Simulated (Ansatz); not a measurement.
CuI:
```xyz
6
Lattice="4.1620 0.0000 0.0000 -2.0810 3.6044 0.0000 0.0000 0.0000 9.5140" Properties=species:S:1:pos:R:3 pbc="T T T"
Cu     2.0806     0.0000     3.1713
Cu    -1.0403     1.8019     6.3427
Cu     1.0407     1.8025     0.0000
I      2.0809     0.0000     7.9284
I     -1.0405     1.8021     1.5857
I      1.0405     1.8023     4.7570
```

Relaxed with PBEsol. Special points in fractions of this cell's reciprocal vectors: Γ (0.000, 0.000, 0.000); M (0.500, 0.000, 0.000); K (0.333, 0.333, 0.000); A (0.000, 0.000, 0.500); L (0.500, 0.000, 0.500); H (0.333, 0.333, 0.500).

Question: List the band energies nearest the valence-band maximum at these points for plane-wave PAW PBEsol (Ansatz code).

Answer: In eV from the valence-band maximum; about four levels below and three above (degenerate sets whole), none deeper than 8.9 eV; points with the same levels are listed once.

```csv
k,below,above
Γ,-1.35 -1.35 -0.58 -0.58 -0.55,0.65 2.62 2.62
M,-1.59 -1.50 -1.27 -1.15,1.53 2.10 2.40
K,-1.82 -1.82 -1.70 -1.30 -1.30,1.53 2.62 2.62
A,-1.37 -1.37 -1.22 0.00,2.00 2.00 2.54
L,-1.57 -1.43 -1.42 -1.25,1.31 2.20 2.74
H,-1.89 -1.89 -1.47 -0.90,2.64 2.87 2.87
```

Space group P6_422. The start of the workflow was typed in or built on a structure type; neither database checked (COD, Materials Project) lists it. It is not the phase usual at ambient conditions (space group No. 216). The cell was relaxed with PBEsol under the symmetry of its start; its stability against distortions is not shown here. The workflow began spin-polarised and lost its moments. Point labels and valley counts follow the cell and symmetry of the run, lower than the named group. Scalar-relativistic: spin–orbit coupling is off unless named, which matters more the heavier the elements.

Potentials: the later of the program's two PAW sets.
